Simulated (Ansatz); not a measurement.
# Na (dhcp): energy against volume

The calculation used Ansatz, DFT, PBEsol, plane waves (420 eV) with PAW, scalar-relativistic. (PAW data from PBE, frozen cores regenerated.)

The cell is scaled uniformly from the relaxed one, with fractional coordinates and shape fixed. Energies are extrapolated to zero smearing, pressures are those at the given smearing. Magnetic state: spin not included.

A Birch-Murnaghan fit gives V₀ = 36.41 Å³/atom, B₀ = 7.8 GPa, B₀′ = 3.7.

**Question.** What are the energy above the minimum and the pressure at 33.444 Å³/atom?

**Answer.** 6.7 meV/atom and 0.79 GPa as computed.

**Question.** What are the energy above the minimum and the pressure at 37.806 Å³/atom?

**Answer.** 1.2 meV/atom and -0.26 GPa as computed.

**Question.** What are the energy above the minimum and the pressure at 40.714 Å³/atom?

**Answer.** 10.5 meV/atom and -0.70 GPa as computed.
